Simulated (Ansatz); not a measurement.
Computed with Ansatz 0.2.0, DFT PBE, scalar-relativistic, plane waves, PAW. All cells share a 420 eV cutoff and Γ-centred k meshes spaced at most about 0.3 Å⁻¹ (2π included). No spin polarisation in the final relaxations.

These are static total energies at zero pressure.

Compare these two cells of Cd₂S, each relaxed at this level.

A.

```
Cd S
1.0
     3.53977   -1.93011    0.00000
     3.53977    1.93011    0.00000
    -0.69664    0.00000    5.90190
Cd S
2 1
Cartesian
  3.0592 0.0000 3.1650
  3.5024 0.0000 5.8275
  6.3786 0.0000 1.3359
```

B.

```
Cd S
1.0
    -2.60598    2.60598    3.70297
     2.60598   -2.60598    3.70297
     2.60598    2.60598   -3.70297
Cd S
2 1
Direct
  0.67535 0.67535 0.00000
  0.32465 0.32465 0.00000
  0.00000 0.00000 0.00000
```

Task: Which is lower in energy, and by how much?

Result: A is lower, by 0.37 eV/atom. A has space group Cm (No. 8), 26.9 Å³/atom and a gap of 0.26 eV on its mesh; B has space group I4/mmm (No. 139), 33.5 Å³/atom and a gap of 0.23 eV. Counting S atoms around Cd (those within 1.25 times the shortest such distance or 1.15 times the sum of covalent radii; a slash parts the counts of unlike sites), A has Cd 2/3 and B has Cd 1. In A, Cd on its first site has 2 S at 2.67 Å and 1 Cd at 2.70 Å; Cd on its second site is surrounded by 3 S at 2.60–2.75 Å and 1 Cd at 2.70 Å; around S lie 5 Cd at 2.60–2.75 Å. In B, around Cd lie 1 S at 2.40 Å and 1 Cd at 2.60 Å; S is surrounded by 2 Cd at 2.40 Å. Both come from invented guesses.

No dispersion correction is applied, so the spacing and binding between layers, chains or molecules are poorly described (I4/mmm), and this can change margins and order among such cells. Kohn–Sham gaps at this level usually fall short of measured ones. Cells relaxed within their symmetry can be saddle points. The Cm cell of Cd2S came from shaking the I4/mmm one.
